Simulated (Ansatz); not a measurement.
# Data sheet: TePb (DFT)

TePb (zinc blende, space group No. 216), a = 7.124 Å, b = 7.124 Å, c = 7.124 Å, α = 90.00°, β = 90.00°, γ = 90.00°; the cell used has 2 atoms.

Space group F-43m (No. 216), zinc blende; conventional cell a = b = c = 7.124 Å, α = β = γ = 90.00°.

Method: DFT-LDA in the program Ansatz with PAW potentials. Structure relaxed to zero pressure with the same functional. Other levels are named where they apply.

**Cell and energy**

```json
{
 "volume_per_atom": "45.19 Å³",
 "density": "6.15 g/cm³",
 "Formation energy from the elements (no fitted shifts)": "-0.037 eV/atom"
}
```

**Electronic structure**

```json
{
 "band_gap": "0.30 eV (indirect)",
 "valence_band_maximum": "at W",
 "conduction_band_minimum": "at X (3 equivalent valleys)",
 "smallest_direct_gap_on_the_standard_path": "1.02 eV",
 "electron_effective_mass": "0.33, 0.33, 1.7 mₑ (principal values)",
 "hole_effective_mass": "0.39 mₑ (isotropic)"
}
```

**Mechanics**

```json
{
 "Bulk modulus (Birch–Murnaghan fit)": "29.9 GPa",
 "Pressure derivative B′": "4.2",
 "Elastic constants (relaxed ions, GPa)": "C11 = 30.8, C12 = 29.5, C44 = -8.4",
 "mechanical_stability": "unstable (C has a negative eigenvalue)"
}
```

**Dielectric response**

```json
{
 "Electronic dielectric constant ε∞ (DFPT)": "10.4",
 "Static dielectric constant ε0 (ions relaxed, cell fixed)": "12.8",
 "Born charges (a third of the trace)": "Te -1.99, Pb +1.99 e"
}
```

**Phonons**

```json
{
  "Highest zone-centre frequency (without LO–TO term)": "109 cm⁻¹",
  "zone_centre_stability": "no imaginary mode at Γ"
}
```

The cell is a constructed one: a structure type filled with these elements; neither database checked (COD, Materials Project) lists it. It is not the phase usual at ambient conditions (space group No. 225). The LDA relaxation kept the symmetry of its start. The references are the lowest solids computed at this level, not always the standard phases. Spin–orbit coupling is left out wherever it is not named.

Potentials: the later of the program's two PAW sets.
